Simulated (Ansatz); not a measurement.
## Band table of VPt2

```
V Pt
1.0
    -1.12335    1.55259    3.40349
     1.12335   -1.55259    3.40349
     1.12335    1.55259   -3.40349
V Pt
1 2
Direct
  0.00000 0.00000 0.00000
  0.66147 0.66147 0.00000
  0.33853 0.33853 0.00000
```

The base volume is that of a database entry, with shape and atoms relaxed on PAW files at held volume, so it needn't be at zero pressure; the structure needn't be the stable phase, at rest or compressed.

All numbers are PBEsol results (scalar-relativistic) from Ansatz 0.2.0, with a Γ-centred 16×16×16 k mesh, Fermi–Dirac smearing of 0.05 eV, spin-polarised from start moments V1 1.5 μB. Methods: PAW: frozen-core files, cutoff 420 eV.

This run: volume at 0.55 of the series' base cell.

The start moments died away, and the runs ended non-magnetic. Spin–orbit coupling is left out, which matters for the heavy atoms. The PAW files were made under PBE. The structure type is held throughout; the real material can change phase at far lower pressure. At this compression frozen-core PAW has no all-electron check here.

Path points, in fractions of the reciprocal vectors: Γ (0.000, 0.000, 0.000), X (0.500, 0.500, -0.500), F2 (0.277, 0.723, -0.277), Σ0 (-0.277, 0.277, 0.277), Y0 (0.302, -0.302, 0.302), U0 (0.698, 0.302, -0.302). The distance column jumps between branches of the path. Levels in eV from the Fermi level; bands 13 to 29, counted from the lowest band of the run. The gap is zero, the pressure 633.2 GPa.

```
# k(1/Å) point b13 b14 b15 b16 b17 b18 b19 b20 b21 b22 b23 b24 b25 b26 b27 b28 b29
0.000 Γ -15.18 -13.95 -11.10 -10.08 -8.82 -8.76 -7.30 -6.47 -4.22 -3.92 -3.45 -2.23 -1.08 0.01 1.51 3.05 8.98
0.154 - -15.06 -14.04 -10.95 -10.69 -9.01 -8.33 -7.25 -6.32 -4.72 -3.48 -3.42 -2.03 -1.27 -0.03 1.57 3.20 8.50
0.308 - -14.78 -14.15 -11.79 -10.48 -9.55 -7.70 -7.10 -6.14 -5.28 -3.52 -2.93 -1.74 -1.38 -0.15 1.77 3.56 7.74
0.462 - -14.77 -13.84 -12.81 -10.09 -9.91 -7.36 -6.87 -6.12 -5.74 -3.44 -2.67 -2.35 -0.28 -0.27 2.21 3.97 6.66
0.615 - -14.95 -13.65 -13.27 -10.52 -9.31 -7.42 -6.59 -6.23 -6.06 -3.13 -2.94 -2.61 -0.26 1.17 2.80 4.33 5.27
0.769 - -15.09 -14.19 -12.77 -10.79 -8.74 -7.77 -6.34 -6.33 -6.25 -3.41 -2.81 -2.64 0.05 2.85 3.33 3.87 4.57
0.923 X -15.15 -14.37 -12.58 -10.88 -8.29 -8.17 -6.38 -6.31 -6.22 -3.60 -2.69 -2.66 0.37 3.15 3.54 4.28 4.66
1.131 - -14.79 -14.19 -12.28 -11.06 -8.91 -8.34 -7.97 -5.80 -4.65 -3.55 -2.56 -2.14 0.29 2.68 3.12 3.19 4.12
1.338 - -14.12 -13.34 -11.76 -11.53 -10.26 -9.56 -8.06 -4.72 -3.57 -3.12 -2.34 -0.93 -0.07 0.97 2.51 3.03 3.66
1.546 - -13.52 -12.12 -11.97 -11.80 -11.31 -10.94 -6.56 -4.08 -3.25 -2.19 -1.82 -0.81 0.23 0.42 2.15 2.88 3.03
1.754 - -13.19 -12.65 -12.40 -12.29 -12.02 -9.73 -5.10 -3.90 -2.50 -1.52 -1.48 -0.97 0.48 1.58 2.18 2.51 2.81
1.961 - -13.82 -13.01 -12.80 -12.74 -11.67 -8.24 -6.19 -3.33 -1.91 -1.01 -0.43 0.05 1.27 2.04 2.38 2.65 3.54
2.169 F2 -14.23 -13.10 -13.10 -13.05 -10.74 -7.52 -7.07 -4.12 -2.28 -1.79 0.40 2.26 2.27 2.38 3.24 3.36 5.29
3.141 Σ0 -14.23 -13.10 -13.10 -13.05 -10.74 -7.52 -7.07 -4.12 -2.28 -1.79 0.40 2.26 2.27 2.38 3.24 3.36 5.29
3.399 - -14.18 -13.10 -12.85 -12.80 -9.89 -7.71 -7.41 -4.85 -3.08 -3.06 -0.43 1.39 1.59 3.55 4.30 5.95 7.69
3.658 - -13.54 -12.73 -12.04 -12.03 -10.21 -7.82 -7.14 -5.46 -4.45 -4.24 -2.35 -0.15 0.28 3.86 4.48 4.75 11.06
3.916 - -12.62 -12.25 -11.29 -10.86 -10.78 -7.52 -7.47 -7.36 -5.06 -5.02 -4.44 -1.09 -0.09 1.94 4.32 4.68 12.08
4.175 - -13.37 -12.34 -10.88 -9.55 -9.52 -9.45 -8.86 -6.89 -5.12 -4.79 -4.75 -2.00 0.40 0.72 2.92 4.15 11.17
4.433 - -14.66 -13.40 -10.78 -10.05 -9.14 -8.88 -8.05 -6.48 -4.54 -4.21 -3.91 -2.94 0.20 0.83 1.14 3.40 9.65
4.692 Γ -15.18 -13.95 -11.10 -10.08 -8.82 -8.76 -7.30 -6.47 -4.22 -3.92 -3.45 -2.23 -1.08 0.01 1.51 3.05 8.98
4.895 - -14.95 -13.89 -11.07 -10.07 -8.87 -8.56 -7.20 -6.72 -4.40 -4.18 -3.32 -2.33 -1.24 -0.24 2.01 3.28 9.00
5.099 - -14.36 -13.74 -11.08 -9.95 -8.94 -8.02 -7.29 -7.01 -4.84 -4.72 -3.01 -2.52 -1.32 -0.94 2.96 3.76 8.59
5.303 - -13.78 -13.65 -11.12 -9.57 -9.14 -7.49 -7.25 -6.99 -5.65 -4.68 -2.66 -2.63 -1.80 -1.14 3.72 4.11 7.06
5.507 - -13.67 -13.66 -11.15 -9.81 -8.93 -7.26 -6.69 -6.36 -6.30 -4.04 -2.63 -2.51 -2.12 -0.79 4.00 4.02 4.93
5.710 - -13.91 -13.71 -11.54 -10.58 -8.30 -7.53 -6.86 -5.22 -5.11 -3.05 -2.72 -2.14 -1.91 -0.45 2.98 3.00 3.46
5.914 Y0 -14.21 -13.67 -12.29 -11.32 -7.95 -7.62 -7.08 -4.25 -3.49 -2.88 -2.08 -1.71 -1.46 -0.34 1.65 1.96 2.73
6.929 U0 -14.21 -13.67 -12.29 -11.32 -7.95 -7.62 -7.08 -4.25 -3.49 -2.88 -2.08 -1.71 -1.46 -0.34 1.65 1.96 2.73
7.062 - -14.39 -13.56 -12.86 -11.65 -7.90 -7.55 -7.08 -4.04 -3.84 -2.80 -1.74 -1.47 -0.53 -0.32 1.59 1.95 2.50
7.196 - -14.56 -13.40 -13.37 -11.78 -7.96 -7.37 -6.98 -4.89 -4.41 -2.65 -1.83 -1.03 -0.95 1.18 2.07 2.24 2.71
7.329 - -14.75 -13.84 -13.13 -11.68 -8.07 -7.10 -6.78 -6.00 -5.07 -2.62 -2.29 -1.50 -0.50 2.48 2.79 2.82 3.27
7.463 - -14.95 -14.15 -12.87 -11.41 -8.18 -7.03 -6.76 -6.53 -5.73 -2.88 -2.64 -2.06 -0.03 2.86 3.41 3.52 3.93
7.596 - -15.09 -14.32 -12.66 -11.06 -8.26 -7.84 -6.45 -6.31 -6.20 -3.39 -2.67 -2.49 0.27 3.08 3.51 4.07 4.45
7.730 X -15.15 -14.37 -12.58 -10.88 -8.29 -8.17 -6.38 -6.31 -6.22 -3.60 -2.69 -2.66 0.37 3.15 3.54 4.28 4.66
```
